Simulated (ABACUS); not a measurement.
ABACUS run on MoSeS (P-1, 6 atoms in the cell; from Materials Project mp-1221404, changed as shown): self-consistent single point.

Method: LDA (PW92), PseudoDojo 0.4 standard norm-conserving LDA (tails mended) pseudopotentials (plane waves; ABACUS).

The change in words: lattice vector b scaled by 0.99. Reference geometry (P-3m1):
```xyz
6
Lattice="3.3332 0.0000 0.0000 -1.6666 2.8866 0.0000 0.0000 0.0000 13.9550" Properties=species:S:1:pos:R:3 pbc="T T T"
Mo     0.0000     0.0000     3.6164
Mo     0.0000     0.0000    10.3385
Se     1.6666     0.9622    12.0695
Se     0.0000     1.9244     1.8855
S      0.0000     1.9244     5.1716
S      1.6666     0.9622     8.7834
```

Reference input (self-consistent single point, DFT, LDA (PW92), plane waves, PseudoDojo 0.4 standard norm-conserving LDA (tails mended) pseudopotentials): KPT = Gamma 8 8 1 0 0 0; basis_type = pw; dft_functional = PWLDA; ecutwfc = 86 Ry; smearing_method = gaussian; smearing_sigma = 0.00367493 Ry; potentials = PseudoDojo 0.4 standard norm-conserving LDA (tails mended); symmetry = 1; symmetry_prec = 1e-05; ks_solver = dav_subspace; scf_nmax = 100; scf_thr = 1.0e-09 Ry. This run's input differs from it in these lines:

```diff
@@ -30,3 +30,3 @@
    6.2987822063    0.0000000000    0.0000000000
-  -3.1493911031    5.4549061081    0.0000000000
+  -3.1178969275    5.4003572737    0.0000000000
    0.0000000000    0.0000000000   26.3710864952
```

The program printed (abridged):

```
 SELF-CONSISTENT
 -------------------------------------------
                                 init_chg = atomic

 PW ALGORITHM --------------- ION=   1  ELEC=   1--------------------------------

 Density error is 0.942787256544
                          Error Threshold = 0.01
 E_KohnSham     -810.5322771855      -11027.8573826381
 E_Fermi        0.7618716653         10.3657957934

 PW ALGORITHM --------------- ION=   1  ELEC=   2--------------------------------

 Density error is 0.656329117921
                          Error Threshold = 0.0013094267452
 E_KohnSham     -810.6840642676      -11029.9225518375
   [... lines left out ...]

 Density error is 1.14765303988e-08
                          Error Threshold = 2.80114882746e-10
 E_KohnSham     -810.7658368975      -11031.0351255450
 E_Fermi        0.7147977187         9.7253218914

 PW ALGORITHM --------------- ION=   1  ELEC=  11--------------------------------

 Density error is 9.55742554108e-10
                          Error Threshold = 1.59396255538e-11
 E_KohnSham     -810.7658368995      -11031.0351255718
 E_KS(sigma->0) -810.7658368995      -11031.0351255718
 E_entropy(-TS) -0.0000000000        -0.0000000000
 E_Fermi        0.7148009659         9.7253660728
 charge density convergence is achieved
 final etot is -11031.035126 eV
 EFERMI = 9.7253660728 eV

 STATE ENERGY(eV) AND OCCUPATIONS    NSPIN == 1
   [... 43 lines left out ...]

 TOTAL-FORCE (eV/Angstrom)
                       Mo1        -0.0176015471        -0.0331608547         0.0043340973
                       Mo2         0.0176015471         0.0331608547        -0.0043340973
                       Se1        -0.0079905667        -0.0150834907        -1.2784607418
                       Se2         0.0079905667         0.0150834907         1.2784607418
                        S1         0.0093460435         0.0175990200        -1.2762528614
                        S2        -0.0093460435        -0.0175990200         1.2762528614

 TOTAL-STRESS (KBAR)
      -122.8964379840        -3.4317054952         0.0125967740
        -3.4317054952      -111.0964944614         0.0227287048
         0.0125967740         0.0227287048      -112.7202868746
 TOTAL-PRESSURE: -115.571073 KBAR

 --------------------------------------------
 !FINAL_ETOT_IS -11031.0351255717887398 eV
 --------------------------------------------
```

The run converged in 11 iterations. Against the reference run the free energy drops by 16.5 meV/atom, the pressure goes from -12.35 to -11.56 GPa and the largest force goes from 1.348 to 1.279 eV/Å.

Forces above 1 eV/Å remain at this geometry. The structure comes from a collection of computed structures, made at another level of theory; the collection holds predicted forms beside known ones. Its lattice was then scaled.

Cost on one core: about 6 core-minutes (a rough figure).

“Tails mended”: in these copies of the files the far tail of each local potential was reset to the Coulomb form.
